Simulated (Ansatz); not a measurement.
ZrCu5 (space group F-43m)

```
ZrCu5
1.0
    0.00000     3.35596     3.35596
    3.35596     0.00000     3.35596
    3.35596     3.35596     0.00000
Zr Cu
1 5
Cartesian
  0.00000   0.00000   0.00000
  1.67798   1.67798   1.67798
  4.18944   4.18944   4.18944
  2.52247   2.52247   4.18944
  2.52247   4.18944   2.52247
  4.18944   2.52247   2.52247
```

The slice is a {100} plane (indices of the conventional cell) through the point (0.624, 0.624, 0.624) (fractional), spanned by u = [100] and v = [0 1 -1] in vectors of this cell: u (4.75 Å) and v (4.75 Å, at 90° to u). It covers one period; positions are fractions (u, v).

Method: LDA (plane waves to 420 eV, PAW, scalar-relativistic; Ansatz, a first-principles code). k mesh 12×12×12. Near the nuclei the fields are pseudised (PAW); where an atom keeps semicore shells as valence, they peak there. ZrCu5 is run without spin polarisation. ZrCu5 was relaxed with its symmetry unable to fall.

Problem. What is the valence density on the shortest Cu–Cu line in this plane (2.36 Å), at its midpoint?

Solution. 0.39 e/Å³.

Problem. What is the ELF at the midpoint of the shortest Cu–Cu line in this plane (2.36 Å)?

Solution. 0.23.

Problem. Sketch the valence electron density on this plane as a map.

Solution. 
```tsv
v \ u	0.00	0.09	0.19	0.28	0.38	0.47	0.56	0.66	0.75	0.84	0.94
0.94	1.5	0.8	-0.3	-0.4	0.4	1.4	1.2	0.1	-0.5	0.0	1.2
0.84	0.2	-0.1	-0.5	-0.6	-0.3	0.1	0.0	-0.5	-0.6	-0.5	0.0
0.75	-0.6	-0.6	-0.6	-0.7	-0.6	-0.6	-0.6	-0.7	-0.7	-0.7	-0.6
0.66	-0.7	-0.7	-0.5	-0.5	-0.6	-0.7	-0.7	-0.6	-0.6	-0.6	-0.7
0.56	-0.7	-0.5	-0.1	0.0	-0.4	-0.7	-0.7	-0.4	-0.2	-0.4	-0.7
0.47	-0.7	-0.5	0.0	0.1	-0.3	-0.7	-0.7	-0.4	-0.1	-0.4	-0.6
0.38	-0.8	-0.6	-0.4	-0.3	-0.5	-0.7	-0.7	-0.6	-0.5	-0.6	-0.7
0.28	-0.7	-0.7	-0.6	-0.6	-0.7	-0.7	-0.7	-0.7	-0.7	-0.7	-0.7
0.19	-0.2	-0.4	-0.6	-0.6	-0.5	-0.2	-0.3	-0.6	-0.7	-0.6	-0.3
0.09	1.1	0.5	-0.4	-0.5	0.2	1.0	0.8	-0.1	-0.5	-0.1	0.8
0.00	1.8	1.1	-0.2	-0.4	0.6	1.7	1.5	0.2	-0.4	0.2	1.5
```

Values: log₁₀ of the valence density in e/Å³. The scale is logarithmic, as a density can span decades between atoms and voids.
